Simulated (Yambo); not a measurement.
## Excitons in IrCl$_{3}$

```
CELL_PARAMETERS angstrom
      3.03161    -5.25327     0.00090
      3.03161     5.25327     0.00090
     -1.92149     0.00000     5.62982
ATOMIC_POSITIONS crystal
  Cl 0.92235 0.57216 0.22860
  Cl 0.07765 0.42784 0.77140
  Cl 0.42784 0.07765 0.77140
  Cl 0.57216 0.92235 0.22860
  Cl 0.77809 0.77809 0.76990
  Cl 0.22191 0.22191 0.23010
  Ir 0.16660 0.83340 0.00000
  Ir 0.83340 0.16660 0.00000
```

Cell and atoms were relaxed with PBE+D3(BJ) from Materials Project entry mp-27666, within its symmetry.

BSE in Yambo on PBEsol (Quantum ESPRESSO, PseudoDojo norm-conserving, 68 Ry, without SOC) bands: 4×4×4 mesh, 20 valence and 7 conduction bands, static screening with 107 bands and a 3 Ry block, scissor 1.54 eV, Tamm-Dancoff; field along x.

```tsv
state	energy (eV)	states within 2 meV	relative strength	class	main transitions
1	2.19	1	< 0.01	dark	several band pairs
2	2.20	2	< 0.01	dark	several band pairs
3	2.25	2	0.19	strong	several band pairs
4	2.28	1	< 0.01	dark	several band pairs
5	2.70	2	< 0.01	dark	several band pairs
6	2.70	1	< 0.01	dark	several band pairs
7	2.71	1	0.06	weak	several band pairs
8	2.71	1	< 0.01	dark	several band pairs
9	2.72	1	< 0.01	dark	several band pairs
10	2.87	1	< 0.01	dark	several band pairs
```

These are vertical excitations (zero momentum). The direct quasiparticle gap on this mesh is 3.28 eV; counted from there, state 1 is bound by 1.09 eV. Convergence with the mesh was not shown.

Spin singlets only. Strengths are relative to the strongest of the lowest states of this run; strong means a line over 3 % of the spectrum's maximum, dark under 0.03 %. Absolute energies carry the error of the G0W0 scissor, whose convergence isn't established; the long-wavelength screening was taken along (1,1,1) although the crystal is anisotropic.

Spin-orbit coupling is left out, which matters for elements this heavy: edges can move by tenths of an eV.

The structure is a Materials Project entry; no match was found in the copy of COD used, and its stability was not checked.
